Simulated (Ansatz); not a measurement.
BP (zinc blende, F-43m) at seven volumes, DFT-HSE06 in the program Ansatz with PAW potentials, scaled uniformly. One row is withheld.

```json
[
 {"V (Å³/atom)": "10.532", "P (GPa)": "19.60"},
 {"V (Å³/atom)": "10.879", "P (GPa)": "?"},
 {"V (Å³/atom)": "11.226", "P (GPa)": "5.63"},
 {"V (Å³/atom)": "11.573", "P (GPa)": "0.00"},
 {"V (Å³/atom)": "11.921", "P (GPa)": "-4.88"},
 {"V (Å³/atom)": "12.268", "P (GPa)": "-9.12"},
 {"V (Å³/atom)": "12.615", "P (GPa)": "-12.80"}
]
```

Question: Fit the shown pressures and predict the withheld one.

Answer: P = (3/2)B₀(x^(7/2) − x^(5/2))[1 + (3/4)(B′ − 4)(x − 1)] with x = (V₀/V)^(2/3). Least squares on the six rows gives V₀ = 11.573 Å³/atom, B₀ = 174 GPa, B′ = 3.73. At V = 10.879, x = 1.0421 and P = 12.07 GPa. The run itself gave 12.12 GPa.

The cell was relaxed with HSE06 under the symmetry of its start.

Potentials: the later of the program's two PAW sets.
